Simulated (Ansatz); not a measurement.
Geometry optimisation in Ansatz: input, command and trajectory.

```yaml
crystal:
  lattice:
    - [6.5852063451, 0.0, 0.0]
    - [-3.2926031726, 5.702955984, 0.0]
    - [0.0, 0.0, 4.0098499003]
  atoms:
    - { symbol: Rb, position: [0.5, 0.0, 0.5] }
    - { symbol: Rb, position: [0.5, 0.5, 0.5] }
    - { symbol: Rb, position: [0.0, 0.5, 0.5] }
    - { symbol: Al, position: [0.0, 0.0, 0.0], spin: -0.26 }
    - { symbol: C, position: [0.3333333333, 0.6666666667, 0.0], spin: 1.99 }
    - { symbol: C, position: [0.6666666667, 0.3333333333, 0.0], spin: 1.99 }
basis:
  ecutwfc: 420
kpoints:
  mp_grid: { grid: [3, 3, 4] }
hamiltonian:
  xc: pbe
scf:
  occupations: { method: gaussian, width: 0.1 }
  lower_state_search: "off"
output:
  forces: true
  stress: true
  eigenvalues: true
  populations: true
magnetization:
  spin_polarized: true
relax:
  adjacent_minimum: "off"
  f_tol: 0.04
  max_steps: 70
  cell: { stress_tol: 0.4 }
```

```bash
ansatz run input.yaml --threads 1 --pin off --max-ram 2560MiB --backend cpu --events-out ev --progress --plain --runs-dir out
```

The calculation used DFT PBE, scalar-relativistic, plane waves, PAW in Ansatz.

Of 9 frames 9 are shown, positions in Å and forces in eV/Å; the SCF threshold varies from step to step. Steps run on the plane waves of an earlier cell, with a Pulay correction in the pressure. The basis is chosen afresh for the last frame, the zero of the energies, and at times for earlier ones too; energy and pressure can step there, also at an unchanged geometry. Here that happened at step 7 (-26 meV/atom, 0.6 GPa); frames between the last choice of the basis and such a step carry an error that grows, as the cell changes, to that size.

```xyz
6
Lattice="6.5852 0.0000 0.0000 -3.2926 5.7030 0.0000 0.0000 0.0000 4.0099" Properties=species:S:1:pos:R:3:forces:R:3 pbc="T T T" step=1 free_energy_over_end_meV_per_atom=262.36 pressure_GPa=8.54
Rb    3.2926    0.0000    2.0049    0.0000    0.0000    0.0000
Rb    1.6463    2.8515    2.0049    0.0000    0.0000    0.0000
Rb   -1.6463    2.8515    2.0049    0.0000    0.0000    0.0000
Al    0.0000    0.0000    0.0000    0.0000    0.0000    0.0000
C     0.0000    3.8020    0.0000    0.0000    0.0000    0.0000
C     3.2926    1.9010    0.0000    0.0000    0.0000    0.0000
6
Lattice="6.8834 0.0000 0.0000 -3.4417 5.9612 0.0000 0.0000 0.0000 4.2037" Properties=species:S:1:pos:R:3:forces:R:3 pbc="T T T" step=2 free_energy_over_end_meV_per_atom=128.88 pressure_GPa=3.73
Rb    3.4417    0.0000    2.1018    0.0000    0.0000    0.0000
Rb    1.7209    2.9806    2.1018    0.0000    0.0000    0.0000
Rb   -1.7209    2.9806    2.1018    0.0000    0.0000    0.0000
Al    0.0000    0.0000    0.0000    0.0000    0.0000    0.0000
C     0.0000    3.9741    0.0000    0.0000    0.0000    0.0000
C     3.4417    1.9871    0.0000    0.0000    0.0000    0.0000
6
Lattice="7.2058 0.0000 0.0000 -3.6029 6.2404 0.0000 0.0000 0.0000 4.2349" Properties=species:S:1:pos:R:3:forces:R:3 pbc="T T T" step=3 free_energy_over_end_meV_per_atom=71.79 pressure_GPa=1.65
Rb    3.6029    0.0000    2.1175    0.0000    0.0000    0.0000
Rb    1.8014    3.1202    2.1175    0.0000    0.0000    0.0000
Rb   -1.8014    3.1202    2.1175    0.0000    0.0000    0.0000
Al    0.0000    0.0000    0.0000    0.0000    0.0000    0.0000
C     0.0000    4.1602    0.0000    0.0000    0.0000    0.0000
C     3.6029    2.0801    0.0000    0.0000    0.0000    0.0000
6
Lattice="7.5268 0.0000 0.0000 -3.7634 6.5184 0.0000 0.0000 0.0000 4.1863" Properties=species:S:1:pos:R:3:forces:R:3 pbc="T T T" step=4 free_energy_over_end_meV_per_atom=42.78 pressure_GPa=0.55
Rb    3.7634    0.0000    2.0932    0.0000    0.0000    0.0000
Rb    1.8817    3.2592    2.0932    0.0000    0.0000    0.0000
Rb   -1.8817    3.2592    2.0932    0.0000    0.0000    0.0000
Al    0.0000    0.0000    0.0000    0.0000    0.0000    0.0000
C     0.0000    4.3456    0.0000    0.0000    0.0000    0.0000
C     3.7634    2.1728    0.0000    0.0000    0.0000    0.0000
6
Lattice="7.8479 0.0000 0.0000 -3.9239 6.7965 0.0000 0.0000 0.0000 4.0845" Properties=species:S:1:pos:R:3:forces:R:3 pbc="T T T" step=5 free_energy_over_end_meV_per_atom=31.83 pressure_GPa=-0.17
Rb    3.9239    0.0000    2.0423    0.0000    0.0000    0.0000
Rb    1.9620    3.3982    2.0423    0.0000    0.0000    0.0000
Rb   -1.9620    3.3982    2.0423    0.0000    0.0000    0.0000
Al    0.0000    0.0000    0.0000    0.0000    0.0000    0.0000
C     0.0000    4.5310    0.0000    0.0000    0.0000    0.0000
C     3.9239    2.2655    0.0000    0.0000    0.0000    0.0000
6
Lattice="7.8836 0.0000 0.0000 -3.9418 6.8274 0.0000 0.0000 0.0000 4.0481" Properties=species:S:1:pos:R:3:forces:R:3 pbc="T T T" step=6 free_energy_over_end_meV_per_atom=31.25 pressure_GPa=-0.14
Rb    3.9418    0.0000    2.0241    0.0000    0.0000    0.0000
Rb    1.9709    3.4137    2.0241    0.0000    0.0000    0.0000
Rb   -1.9709    3.4137    2.0241    0.0000    0.0000    0.0000
Al    0.0000    0.0000    0.0000    0.0000    0.0000    0.0000
C     0.0000    4.5516    0.0000    0.0000    0.0000    0.0000
C     3.9418    2.2758    0.0000    0.0000    0.0000    0.0000
6
Lattice="7.8836 0.0000 0.0000 -3.9418 6.8274 0.0000 0.0000 0.0000 4.0481" Properties=species:S:1:pos:R:3:forces:R:3 pbc="T T T" step=7 free_energy_over_end_meV_per_atom=5.55 pressure_GPa=0.47
Rb    3.9418    0.0000    2.0241    0.0000    0.0000    0.0000
Rb    1.9709    3.4137    2.0241    0.0000    0.0000    0.0000
Rb   -1.9709    3.4137    2.0241    0.0000    0.0000    0.0000
Al    0.0000    0.0000    0.0000    0.0000    0.0000    0.0000
C     0.0000    4.5516    0.0000    0.0000    0.0000    0.0000
C     3.9418    2.2758    0.0000    0.0000    0.0000    0.0000
6
Lattice="8.1264 0.0000 0.0000 -4.0632 7.0377 0.0000 0.0000 0.0000 4.0070" Properties=species:S:1:pos:R:3:forces:R:3 pbc="T T T" step=8 free_energy_over_end_meV_per_atom=0.75 pressure_GPa=-0.03
Rb    4.0632    0.0000    2.0035    0.0000    0.0000    0.0000
Rb    2.0316    3.5188    2.0035    0.0000    0.0000    0.0000
Rb   -2.0316    3.5188    2.0035    0.0000    0.0000    0.0000
Al    0.0000    0.0000    0.0000    0.0000    0.0000    0.0000
C     0.0000    4.6918    0.0000    0.0000    0.0000    0.0000
C     4.0632    2.3459    0.0000    0.0000    0.0000    0.0000
6
Lattice="8.1264 0.0000 0.0000 -4.0632 7.0377 0.0000 0.0000 0.0000 4.0070" Properties=species:S:1:pos:R:3:forces:R:3 pbc="T T T" step=9 free_energy_over_end_meV_per_atom=0.00 pressure_GPa=-0.02
Rb    4.0632    0.0000    2.0035    0.0000    0.0000    0.0000
Rb    2.0316    3.5188    2.0035    0.0000    0.0000    0.0000
Rb   -2.0316    3.5188    2.0035    0.0000    0.0000    0.0000
Al    0.0000    0.0000    0.0000    0.0000    0.0000    0.0000
C     0.0000    4.6918    0.0000    0.0000    0.0000    0.0000
C     4.0632    2.3459    0.0000    0.0000    0.0000    0.0000
```

The start puts this composition into another compound's structure type, which needn't suit it. The cell swells from 25.1 to 38.2 Å³ an atom, so the end can be far from any stable crystal. At the end the space group is P6/mmm (tolerance 0.05 Å).

Time: 46 s on 1 thread of Arm Neoverse V2 (shared host), peak memory 0.49 GiB.

The k mesh is coarse.